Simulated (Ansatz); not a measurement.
Level of theory: DFT PBE, scalar-relativistic, plane waves, PAW in Ansatz. Cutoff 420 eV, Γ-centred meshes of about 0.25 Å⁻¹ or finer for metals and 0.3 Å⁻¹ for insulators (2π included), Gaussian smearing. Collinear spin where magnetic atoms keep a moment.

These are static total energies at zero pressure.

Compare these two cells of H3WCl4, each relaxed at this level.

1. (ferromagnetic moments up to 0.4 μB)

```
CELL_PARAMETERS angstrom
3.37396 0.00000 0.00000
-1.68698 2.92194 0.00000
0.00000 0.00000 16.31598
ATOMIC_POSITIONS crystal
H 0.66667 0.33333 0.29643
H 0.66667 0.33333 0.70357
H 0.66667 0.33333 0.00000
W 0.00000 0.00000 0.00000
Cl 0.66667 0.33333 0.37513
Cl 0.66667 0.33333 0.62487
Cl 0.33333 0.66667 0.11343
Cl 0.33333 0.66667 0.88657
```

2. (no moments)

```
CELL_PARAMETERS angstrom
3.92767 2.26764 3.33777
-3.92767 2.26764 3.33777
0.00000 -4.53529 3.33777
ATOMIC_POSITIONS crystal
H 0.81410 0.81410 0.19174
H 0.81410 0.19174 0.81410
H 0.19174 0.81410 0.81410
W 0.95876 0.95876 0.95876
Cl 0.73916 0.73916 0.73916
Cl 0.24609 0.82998 0.24609
Cl 0.82998 0.24609 0.24609
Cl 0.24609 0.24609 0.82998
```

Question: Which form is favoured at zero pressure, and by what margin per atom?

Answer: Cell 2 is lower, by 101 meV/atom. Cell 1 has space group P-6m2 (No. 187), 20.1 Å³/atom and no gap on its mesh; cell 2 has space group R3m (No. 160), 22.3 Å³/atom and no gap. Counting Cl or H atoms around W (for each partner element, those within 1.25 times its shortest distance or 1.15 times the sum of covalent radii, where it is the nearest in units of that sum or under 1.3), cell 1 has W 9 and cell 2 has W 7. Their magnetic states differ too. Both come from trial cells of a structure search, whose lowest cell (P1, 25.7 Å³/atom) lies 208 meV/atom below the lower of the two.

No dispersion correction is applied, so the spacing and binding between layers, chains or molecules are poorly described (P-6m2, R3m), and this can change margins and order among such cells. These runs have no spin–orbit coupling, which can matter for W. In R3m an odd number of electrons in the primitive cell allows no gap without spin; a larger cell or a magnetic state could open one. With hydrogen, zero-point motion can shift such differences by 10 meV/atom or more. A magnetic state wasn't ruled out in cells without spin, among them R3m. The magnetic state reached may not be the lowest. Cells relaxed within their symmetry can be saddle points. Some candidate types were left out of the draw beforehand, so a known form may be missing.
